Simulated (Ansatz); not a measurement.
# LiPdH: how the energy converges with the cutoff

LiPdH, P1, a = 2.799 Å, b = 2.760 Å, c = 3.909 Å, α, β, γ = 90.4°, 91.0°, 89.9°. Ansatz: PBEsol, PAW, cutoff varied, Γ-centred 10×10×8 mesh on 3 atoms, Gaussian smearing 0.10 eV; no spin polarisation. Single points at one geometry with displaced atoms, the cutoff alone changed; ΔE is the energy at zero smearing over the run at 600 eV. The runs up to 350 eV lie under the cutoff recommended for these PAW datasets.

| cutoff (eV) | ΔE (meV/atom) |
| --- | --- |
| 200 | 4108.36 |
| 250 | 636.65 |
| 300 | 78.57 |
| 350 | 7.29 |
| 420 | ? |

Task: Assume ΔE falls exponentially with the cutoff, fit y = ln ΔE against x, the cutoff in eV, to the other rows, and predict the missing value.

Result: y = 8.321, 6.456, 4.364, 1.987. Means x = 275.0, y = 5.2820; Σ(Δx)² = 12500, ΣΔxΔy = -527.3; the slope is their ratio. y = 16.88 − 0.04219 x, a factor of ten per 55 eV. At 420 eV this gives ΔE = 0.43 meV/atom. The run gave 1.38, a ratio of 0.31. Between neighbouring rows the decay runs from a factor of ten per 48 eV to one per 97 eV, so one exponential is only a rough guide. The fast fall gives way to a slow tail, so a fit to low cutoffs promises convergence too early.